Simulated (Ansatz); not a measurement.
Total density of states per atom from the program Ansatz at the PBEsol level (PAW), in 0.25 eV bins, energy from the Fermi level:

(E (eV), states/eV/atom): (-7.85, 0.04); (-7.60, 0.06); (-7.35, 0.09); (-7.10, 0.11); (-6.85, 0.15); (-6.60, 0.33); (-6.35, 1.87); (-6.10, 2.83); (-5.85, 2.48); (-5.60, 2.66); (-5.35, 2.42); (-5.10, 2.28); (-4.85, 3.24); (-4.60, 3.10); (-4.35, 3.31); (-4.10, 2.82); (-3.85, 2.29); (-3.60, 2.27); (-3.35, 2.46); (-3.10, 3.81); (-2.85, 2.76); (-2.60, 0.25); (-2.35, 0.23); (-2.10, 0.23); (-1.85, 0.23); (-1.60, 0.23); (-1.35, 0.23); (-1.10, 0.24); (-0.85, 0.24); (-0.60, 0.25); (-0.35, 0.26); (-0.10, 0.29); (0.15, 0.29); (0.40, 0.27); (0.65, 0.26); (0.90, 0.25); (1.15, 0.25); (1.40, 0.25); (1.65, 0.27); (1.90, 0.27); (2.15, 0.27); (2.40, 0.24); (2.65, 0.23); (2.90, 0.22); (3.15, 0.20); (3.40, 0.18); (3.65, 0.17); (3.90, 0.18); (4.15, 0.15); (4.40, 0.13); (4.65, 0.15)

Q: Which compound is it?
A. Zn, hcp (Mg type)
B. Cs, hcp (Mg type)
C. Ag, hcp (Mg type)
D. Y, hcp (Mg type)

A: C, Ag, hcp (Mg type). Within 0.5 eV of the Fermi level: Ag 5s 53 %, Ag 4d 18 %, outside the projected shells 29 %. Projections are on Löwdin-orthogonalised atomic valence shells; empty p or d shells of many metals are not among them.

Space group P6_3/mmc (hcp (Mg type)). The workflow started from a Materials Project entry (that database holds measured and hypothetical structures alike); the Crystallography Open Database files this formula in space group No. 194, but the cells were not matched. It is not the phase usual at ambient conditions (space group No. 225). The PBEsol relaxation kept the symmetry of its start; whether a distortion lowers the energy is not shown. No spin polarisation was allowed. Scalar-relativistic: spin–orbit coupling is off unless named, which matters more the heavier the elements.

Potentials: the later of the program's two PAW sets.
